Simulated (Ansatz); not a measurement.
BaBrCl:
```cif
data_Ba4Br4Cl4
_chemical_formula_sum 'Ba4 Br4 Cl4'
_space_group_name_H-M_alt 'Pnma'
_space_group_IT_number 62
_space_group_name_Hall '-P 2ac 2n'
_cell_length_a 8.21095
_cell_length_b 4.83873
_cell_length_c 9.54311
_cell_angle_alpha 90.000
_cell_angle_beta 90.000
_cell_angle_gamma 90.000
loop_
_atom_site_label
_atom_site_type_symbol
_atom_site_symmetry_multiplicity
_atom_site_Wyckoff_symbol
_atom_site_fract_x
_atom_site_fract_y
_atom_site_fract_z
_atom_site_occupancy
Ba1 Ba 4 c 0.26448 0.25000 0.12152 1
Br1 Br 4 c 0.02909 0.25000 0.82854 1
Cl1 Cl 4 c 0.14325 0.25000 0.43250 1
```

Relaxed with r²SCAN. Plane-wave PAW r²SCAN (Ansatz code) gives a gap of 4.97 eV.

Task: What gap does HSE06 give on the same cell (Ansatz, PAW)?

Result: 5.64 eV, 0.67 eV more. The hybrid was solved on a coarser mesh and at special points; the gap given is the minimum over both.

Cost on shared cores: the r²SCAN run (SCF on a 4×6×3 mesh, then bands and DOS) about 9 core-minutes (a rough figure), the HSE06 run (SCF on 2×4×2, then a few points) very roughly 8 core-minutes; the tasks are unlike.

The workflow started from a Materials Project entry (that database holds measured and hypothetical structures alike); the Crystallography Open Database copy checked does not list it. Its standing as an ambient phase is unchecked. Symmetry was held in the r²SCAN relaxation; its stability against distortions is not shown here. Spin–orbit coupling is left out wherever it is not named.

Potentials: the later of the program's two PAW sets.
